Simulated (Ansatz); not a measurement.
**Sr4S3O: where the heat goes in a short trajectory**

Theory: Ansatz 0.2.0, DFT PBEsol, scalar-relativistic, plane waves, PAW. Settings: plane waves to 420 eV, k-mesh 2×2×2 (shifted by 0.5, 0.5, 0.5 steps), Fermi–Dirac smearing 0.069 eV. The mesh is coarse. No spin polarisation.

16 atoms start on the lattice sites below (V = 419.6 Å³, 1.02 times the source cell's; static pressure -3.24 GPa, largest force component 0.00 eV/Å) with velocities drawn for 800 K; Nosé–Hoover thermostat aiming at the same temperature, fixed cell, 57 steps of 2 fs.

```xyz
16
Lattice="-5.9421 5.9421 0.0000 0.0000 5.9421 -5.9421 -5.9421 0.0000 -5.9421" Properties=species:S:1:pos:R:3 pbc="T T T"
Sr   -5.9421    5.9421   -2.9710
Sr   -5.9421    5.9421   -8.9131
Sr   -8.9131    8.9131   -8.9131
Sr   -2.9710    2.9710   -2.9710
Sr   -2.9710    5.9421   -5.9421
Sr   -8.9131    5.9421   -5.9421
Sr   -5.9421    8.9131   -5.9421
Sr   -5.9421    2.9710   -5.9421
S    -2.9710    2.9710    0.0000
S    -2.9710    2.9710   -5.9421
S    -2.9710    5.9421   -2.9710
S    -2.9710    0.0000   -2.9710
S     0.0000    2.9710   -2.9710
S    -5.9421    2.9710   -2.9710
O    -5.9421    5.9421   -5.9421
O     0.0000    0.0000    0.0000
```

```
t (fs) T (K) kinetic energy (meV/atom) potential energy over the first frame (meV/atom) P with the kinetic part (GPa)
   0.0    800                       96.9                                               0.0                          -2.81
   8.0    774                       93.8                                               3.1                          -2.76
  16.0    709                       85.9                                              11.1                          -2.60
  24.0    636                       77.1                                              20.1                          -2.36
  32.0    594                       72.0                                              25.6                          -2.02
  40.0    602                       72.9                                              25.2                          -1.57
  48.0    632                       76.6                                              22.3                          -0.97
  56.0    639                       77.5                                              22.6                          -0.28
  64.0    707                       85.7                                              15.9                           0.20
  72.0    909                      110.1                                              -6.8                           0.28
  80.0    994                      120.4                                             -14.8                           0.38
  88.0    825                      100.0                                               7.8                           0.64
  96.0    765                       92.7                                              16.9                           0.52
 104.0    844                      102.3                                               9.1                           0.08
 112.0    726                       87.9                                              25.7                          -0.05
```

T counts 3N − 3 degrees of freedom. Means over every step of the second half, not only the rows shown: T = 817 K, kinetic energy 99.0 meV/atom, potential energy 8.1 meV/atom, P = 0.28 GPa.

**Question.** Does the potential energy follow equipartition for harmonic vibrations?

**Answer.** In a harmonic crystal each vibration holds as much potential as kinetic energy on average, here 99.0 meV/atom. The run has 8.1, a ratio of 0.08. The deficit can mean that slow modes haven't yet taken up their share, that the thermostat is still feeding kinetic energy, or that the atoms found a lower arrangement than the start. So short a run gives a rough mean.

**Question.** Split the rise of pressure into the kinetic part and the rest. Can a thermal Grüneisen parameter be estimated?

**Answer.** The program counts the kinetic part as N k_B T/V = 0.43 GPa. The pressure lies 3.51 GPa over the static one in all, so the forces add 3.08 GPa. The potential energy lies far under its harmonic share, so slow or unstable modes may dominate and no γ is drawn.

Cost: 1 run of about 4 core-minutes (earlier runs that led there not counted), on AMD EPYC 9R45 (Zen 5) (shared hosts).